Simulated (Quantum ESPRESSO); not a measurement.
KBr (rock salt, space group Fm-3m, No. 225) has a direct gap of 4.34 eV with PBEsol (pw.x of Quantum ESPRESSO, ONCV potentials, scalar-relativistic). After an isotropic strain (on all lattice vectors, atoms relaxed) the gap is direct, 4.46 eV.

**Question.** Which strain was applied?
(A) -0.7 %
(B) +1 %
(C) -3 %
(D) -1.5 %
(E) +2 %

**Answer.** D, -1.5 %. Gaps found: -3 %: 4.59 eV (direct); -1.5 %: 4.46 eV (direct); -0.7 %: 4.39 eV (direct); 0 %: 4.34 eV (direct); 1 %: 4.27 eV (direct); 2 %: 4.20 eV (direct).

Spin-orbit coupling is not included.
